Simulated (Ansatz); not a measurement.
In the program Ansatz at the r²SCAN+D4 level (PAW), SiC12 in the hexagonal phase (P6/mmm; C on 12n, Si on 1b) relaxes to a = 4.243 Å, c = 9.149 Å. C has 3 nearest neighbours from 1.41 Å (trigonal planar). Its formation energy from the elements is 0.33 eV/atom, with no fitted shifts.

Electronic character: metallic (no gap).

The relaxed-ion elastic constants in GPa are C11 = 803, C12 = 132, C13 = 15.0, C33 = 14.0, C44 = -4.4. Bader charges are C -0.02, Si +0.20 e.

The start of the workflow was typed in or built on a structure type; neither database checked (COD, Materials Project) lists it. Its standing as an ambient phase is unchecked. The cell was relaxed with r²SCAN+D4 under the symmetry of its start. At this level the phase is mechanically unstable. Its formation energy is positive at this level, so the cell may be metastable or incomplete. As this level gives no gap, shear constants depend on the k-mesh and smearing (Fermi–Dirac, 0.1 eV here). The references are the lowest solids computed at this level, not always the standard phases.

Potentials: the earlier of the program's two PAW sets.
